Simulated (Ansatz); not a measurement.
Input:

GeRh:
```yaml
crystal:
  lattice:
    - [3.07635, 0.00000, 0.00000]
    - [0.00000, 3.07635, 0.00000]
    - [0.00000, 0.00000, 3.07635]
  atoms:
    - { symbol: Rh, position: [0.00000, 0.00000, 0.00000] }
    - { symbol: Ge, position: [0.50000, 0.50000, 0.50000] }
```

This is the PBE-relaxed structure.

All from DFT-PBE in the program Ansatz with PAW potentials, unless another level is named. Predict the electronic character.

metallic (no gap).

What about the density of states at the Fermi level?

1.4 states/eV per atom (mean over ±0.08 eV).

Give the formation energy from the elements (no fitted shifts).

-0.29 eV/atom.

Space group Pm-3m (CsCl type). A made-up cell: these elements were put on the sites of a structure type; neither database checked (COD, Materials Project) lists it. COD files the formula under space group No. 62, so this cell is another polymorph or a model. Whether it is the stable phase at ambient conditions was not checked. Symmetry was held in the PBE relaxation; its stability against distortions is not shown here. The run is not spin-polarised. The references are the lowest solids computed at this level, not always the standard phases. Scalar-relativistic: spin–orbit coupling is off unless named, which matters more the heavier the elements.

Potentials: the later of the program's two PAW sets.
